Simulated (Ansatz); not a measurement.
# Structure optimisation: carbon, lonsdaleite

These are results of DFT, LDA (PW92), plane waves (420 eV) with PAW, scalar-relativistic in Ansatz 0.2.0, not measurements. (PAW data from PBE, frozen cores regenerated.)

k-point mesh 8×8×4, Fermi-Dirac smearing 0.05 eV, no spin polarisation. Cell and atoms relax.

Starting structure:

```cif
data_structure
_symmetry_space_group_name_H-M 'P 1'
_symmetry_Int_Tables_number 1
_cell_length_a 2.5200
_cell_length_b 2.5200
_cell_length_c 4.1200
_cell_angle_alpha 90.000
_cell_angle_beta 90.000
_cell_angle_gamma 120.000
_cell_volume 22.66
loop_
_atom_site_label
_atom_site_type_symbol
_atom_site_fract_x
_atom_site_fract_y
_atom_site_fract_z
_atom_site_occupancy
C1 C 0.33333 0.66667 0.06250 1
C2 C 0.66667 0.33333 0.56250 1
C3 C 0.33333 0.66667 0.43750 1
C4 C 0.66667 0.33333 0.93750 1
```

**Question.** The pressure at the start is -11.0 GPa. By how much does the volume change?

**Answer.** From 5.66 to 5.52 Å³ per atom, -2.5 %. The final cell has a = 2.483 Å, c = 4.136 Å (c/a = 1.666).

**Question.** How much energy does the relaxation gain?

**Answer.** 10.2 meV per atom.
